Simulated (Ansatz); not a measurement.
Sr₂Bi:
```xyz
6
Lattice="-2.5190 2.5190 8.9461 2.5190 -2.5190 8.9461 2.5190 2.5190 -8.9461" Properties=species:S:1:pos:R:3 pbc="T T T"
Sr     0.0000     2.5190     0.0000
Sr     2.5190     0.0000     0.0000
Sr     0.0000     0.0000     5.7733
Sr     0.0000     0.0000    12.1190
Bi     0.0000     0.0000     2.4194
Bi     0.0000     0.0000    15.4729
```

Relaxed with PBEsol. Special points in fractions of this cell's reciprocal vectors: Γ (0.000, 0.000, 0.000); X (0.000, 0.000, 0.500); P (0.250, 0.250, 0.250); N (0.000, 0.500, 0.000); M (0.500, 0.500, -0.500); S (0.270, 0.730, -0.270); S0 (-0.270, 0.270, 0.270); R (-0.040, 0.040, 0.500); G (0.500, 0.500, -0.040).

Question: List the band energies nearest the Fermi level at these points for the program Ansatz at the PBEsol level (PAW).

Answer: In eV from the Fermi level; about four levels below and three above (degenerate sets whole), none deeper than 8.9 eV; points with the same levels are listed once.

| k | below | above |
|---|---|---|
| Γ | -1.56 -1.56 -1.41 -1.04 -1.04 | 0.40 0.48 0.83 |
| X | -2.03 -2.02 -2.01 -0.32 | 0.02 0.17 0.82 |
| P | -2.13 -2.13 -2.05 -2.01 -0.34 | 0.18 0.30 0.30 |
| N | -1.73 -1.67 -1.44 -0.41 | 0.80 0.96 1.56 |
| M | -1.59 -1.59 -1.37 -1.05 -1.05 | 0.07 0.85 0.86 |
| S | -1.67 -1.63 -1.44 -0.44 | 0.85 0.88 1.53 |
| R | -2.01 -2.00 -1.96 -0.29 | 0.04 0.18 0.84 |

Space group I4/mmm. The workflow started from an entry of the Crystallography Open Database (COD). Its standing as an ambient phase is unchecked. Symmetry was held in the PBEsol relaxation; its stability against distortions is not shown here. Spin–orbit coupling is left out wherever it is not named.

Potentials: the later of the program's two PAW sets.
